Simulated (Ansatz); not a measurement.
# Kick test of a cell of Si₂Bi₂Se

It was reached by relaxing an invented guess, and it needn't be the stable form of this composition.

Theory: Ansatz, DFT PBE, scalar-relativistic, plane waves, PAW. Plane waves to 420 eV, a k mesh through Γ of 6×6×6 on the computed 10-atom cell and Gaussian smearing (0.01 eV); no spin polarisation.

The cell below (10 atoms, space group Cmc2_1 (No. 36)) is relaxed within its symmetry.

```
Si Bi Se
1.0
     6.07419   -3.66742    0.00000
     6.07419    3.66742    0.00000
     0.00000    0.00000    7.00914
Si Bi Se
4 4 2
Direct
  0.99273 0.69352 0.28223
  0.30648 0.00727 0.28223
  0.00727 0.30648 0.78223
  0.69352 0.99273 0.78223
  0.64774 0.06205 0.17014
  0.93795 0.35226 0.17014
  0.35226 0.93795 0.67014
  0.06205 0.64774 0.67014
  0.29583 0.70417 0.15766
  0.70417 0.29583 0.65766
```

For the test it was strained at random (σ = 1.5 % a component), the atoms were moved at random (σ = 0.10 Å), and all was relaxed again on a coarse 4×4×4 mesh (in the run’s order of axes) with 0.20 eV smearing, with no symmetry imposed.

Spin–orbit coupling, which can matter for Bi, is left out.

**Question.** What happens?

**Answer.** It returns, within 1 meV/atom of the unmoved cell on that mesh and with the same symmetry when read at 0.1 Å (Cm at 0.01 Å, so small strains and shifts remain). So it is stable against the distortions that fit this cell and that this random move excites. Modes that don't fit the cell aren't tested.
